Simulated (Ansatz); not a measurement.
A crystal relaxed with r2SCAN in the plane-wave code Ansatz has space group Pm (No. 6) and a = 6.555 Å, b = 2.493 Å, c = 6.647 Å, β = 118.8°.

```tsv
atom	site	x	y	z
Xx	1b	0.7717	0.5000	0.5751
Si	1a	0.6020	0.0000	0.8298
Xx	1a	0.1658	0.0000	0.7665
Xx	1b	0.8301	0.5000	0.2422
Xx	1b	0.4029	0.5000	0.1754
Xx	1a	0.2161	0.0000	0.4021
N	1b	0.6644	0.5000	0.3252
N	1a	0.3140	0.0000	0.6567
N	1b	0.0268	0.5000	0.7114
N	1a	0.6984	0.0000	0.6380
N	1a	0.3370	0.0000	0.0294
N	1b	0.7166	0.5000	0.0037
N	1a	0.9703	0.0000	0.3239
N	1b	0.2838	0.5000	0.3205
```

With r2SCAN the valence top lies at Γ and the conduction bottom at Γ–Z (0.91 of the way from Γ), 3.31 eV higher; the smallest vertical gap, at Γ, is 3.45 eV. A second conduction valley, at E, lies only 36 meV higher, so their order isn't settled. HSE06 gives an indirect gap of 4.28 eV, from Γ to Z; the least direct gap is 4.59 eV at Γ. A second conduction valley, at D, lies only 37 meV higher, so their order isn't settled. Meshes: r2SCAN 4×10×4, HSE06 4×6×4. r2SCAN's ε∞ is 5.0, 4.8 and 4.9 along x, y and z.

Q: Which element is Xx?
A. Ge
B. C
C. Pb
D. Sn

A: B. Xx is C: a 14-atom cell of SiC5N8 built on β-Si3N4 (relaxed group Pm). C is surrounded by 4 N at 1.46–1.47 Å; Si is surrounded by 4 N at 1.62–1.67 Å; C is surrounded by 4 N at 1.47–1.56 Å; C is surrounded by 4 N at 1.39–1.49 Å; C is surrounded by 4 N at 1.50–1.51 Å; C is surrounded by 4 N at 1.44–1.51 Å; N is surrounded by 3 C at 1.44–1.51 Å; N is surrounded by 2 C at 1.47–1.49 Å and 1 Si at 1.67 Å (further sites aren't listed).

Spin-unpolarised throughout. Whether this structure exists isn't addressed.

Where an edge lies off the special points, it is a point of the mesh or the k point where a search put PBE's edge or least direct gap, reused for the other functionals, whose own edges may lie a little apart.

The meshes of the hybrids are coarse, so their gaps aren't converged to the digits shown.

For a response run the program warns that the ground state's bands aren't all converged, so ε∞ carries an extra error.
